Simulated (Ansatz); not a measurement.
Hf2Ga in space group I4/mcm (No. 140; Hf on 8h, Ga on 4a), plane-wave PAW PBE (Ansatz code), all energies at zero smearing, with the estimated change up to a 700 eV cutoff added, with one set of potentials and settings (totals compare only within such a set). Cell of 6 atoms (4 Hf, 2 Ga): -70457.276 eV.

```
element                reference phase  E (eV/atom)
-------  -----------------------------  -----------
Hf       P6_3/mmc, 2 atoms in the cell  -15722.2087
Ga           Cmce, 4 atoms in the cell   -3783.0259
```

Formation energy per atom, worked out: (-70457.276 − 4×(-15722.2087) − 2×(-3783.0259))/6 = -0.398 eV/atom (-38 kJ per mol of atoms), at 0 K, without zero-point energy or fitted corrections.

The workflow started from a Materials Project entry (that database holds measured and hypothetical structures alike); the Crystallography Open Database files this formula in space group No. 140, but the cells were not matched. Whether it is the stable phase at ambient conditions was not checked. The cell was relaxed with PBE under the symmetry of its start; whether a distortion lowers the energy is not shown. The run is not spin-polarised. The references are the lowest solids computed at this level, not always the standard phases. Spin–orbit coupling is left out wherever it is not named.

Potentials: the earlier of the program's two PAW sets.
